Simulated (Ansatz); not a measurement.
BeS (wurtzite), relaxed with r²SCAN (Ansatz, a quantum-chemistry and plane-wave program, plane waves, PAW): a = b = 3.4340 Å, c = 5.6612 Å, α = β = 90.00°, γ = 120.00°.

| Quantity | Result |
|---|---|
| gap (eV) | 4.09 |
| ΔH_f (eV/atom) | -1.22 |
| B₀ by P(V) fit (GPa) | 97.1 |
| electron conductivity mass (mₑ) | 0.41 |

Problem. The same phase is relaxed and computed with PBE in the same code. What are the cell and these values now?

Solution. a = 3.4394 Å, b = 3.4394 Å, c = 5.6670 Å, α = 90.00°, β = 90.00°, γ = 120.00°.

* **gap (eV)**: 3.71
* **ΔH_f (eV/atom)**: -1.07
* **B₀ by P(V) fit (GPa)**: 92.6
* **electron conductivity mass (mₑ)**: 0.43

Typed or built starts, not in the databases checked: BeS, wurtzite. All cells were relaxed under the symmetry of their starts (and spin orders); stability against distortions was not tested throughout.

Potentials: the later of the program's two PAW sets.

Ansatz is a plane-wave DFT program.

Formation energies count from the lowest solids of the elements computed at the same level, not from gases.
